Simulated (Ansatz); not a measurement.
A trial cell of Zr$_{2}$Si was relaxed with r2SCAN (plane waves to 500 eV, PAW, scalar-relativistic; Ansatz, a first-principles code).

Before: C2/m (No. 12), mS6; a = 6.5368 Å, b = 4.0072 Å, c = 4.6091 Å, α = γ = 90.00°, β = 90.04°.

After relaxation:

Simulated powder pattern, neutron, λ = 1.5401 Å (kinematic, ideal powder, no thermal factors, coherent scattering alone; the 24 strongest lines at most, above 1 %, up to 2θ = 90°):

| 2θ (°) | I/Imax (%) |
|---|---|
| 28.33 | 3.3 |
| 31.08 | 8.6 |
| 32.40 | 100 |
| 42.55 | 47 |
| 47.39 | 6.4 |
| 50.16 | 44 |
| 56.13 | 24 |
| 60.19 | 16 |
| 60.99 | 34 |
| 64.80 | 6.3 |
| 67.84 | 22 |
| 71.48 | 21 |
| 72.18 | 11 |
| 78.59 | 15 |
| 80.71 | 1.2 |
| 82.79 | 46 |
| 84.09 | 1.1 |
| 86.19 | 27 |
| 88.98 | 33 |

Task: Identify the relaxed structure from its pattern: crystal system, space group and cell.

Result: Trigonal, P-3m1 (No. 164), hP3, AFLOW prototype AB2_hP3_164_a_d (C6, as in CdI2); a = b = 3.6331 Å, c = 5.7488 Å, α = β = 90.00°, γ = 120.00°. Sites: Si 1a (0.000, 0.000, 0.000); Zr 2d (0.333, 0.667, 0.279).

Task: Index the strongest lines.

Result: 32.40° (0 1 -1 1)+(1 0 -1 1), 42.55° (1 0 -1 2)+(0 1 -1 2), 50.16° (1 1 -2 0), 60.99° (2 0 -2 1)+(0 2 -2 1), 82.79° (1 2 -3 1)+(2 1 -3 1).

No spin polarisation in the result.

The run could not lose the symmetry of its start, so the end can be a saddle point.

The relaxed structure here is a generated cell of Zr2Si: the first start was made by placing the elements on the sites of a structure type, and the end was not matched to a known phase here, so it may be hypothetical.
